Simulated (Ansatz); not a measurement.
YTe in space group P-6m2 (No. 187; Y on 1a, Te on 1d), DFT-r²SCAN in the program Ansatz with PAW potentials, all energies at zero smearing, with the estimated change up to a 700 eV cutoff added, with one set of potentials and settings (totals compare only within such a set). Cell of 2 atoms (1 Y, 1 Te): -10857.663 eV.

```tsv
element	reference phase	E (eV/atom)
Y	P6_3/mmc, 2 atoms in the cell	-3859.7073
Te	P3_121, 3 atoms in the cell	-6994.8235
```

Formation energy per atom, worked out: (-10857.663 − 1×(-3859.7073) − 1×(-6994.8235))/2 = -1.566 eV/atom (-151 kJ per mol of atoms), at 0 K, without zero-point energy or fitted corrections.

The workflow started from a Materials Project entry (that database holds measured and hypothetical structures alike); the Crystallography Open Database copy checked does not list it. COD files the formula under space group No. 225, so this cell is another polymorph or a model. Whether it is the stable phase at ambient conditions was not checked. Symmetry was held in the r²SCAN relaxation; its stability against distortions is not shown here. The final state is ferromagnetic, chosen from 4 collinear starts compared on coarse meshes (ties went to the first, and starts can fall back to one state), not a proven ground state. Other orbital occupations within this spin state were not tried. No Hubbard U is applied. The references are the lowest solids computed at this level, not always the standard phases. Scalar-relativistic: spin–orbit coupling is off unless named, which matters more the heavier the elements.

Potentials: the later of the program's two PAW sets.
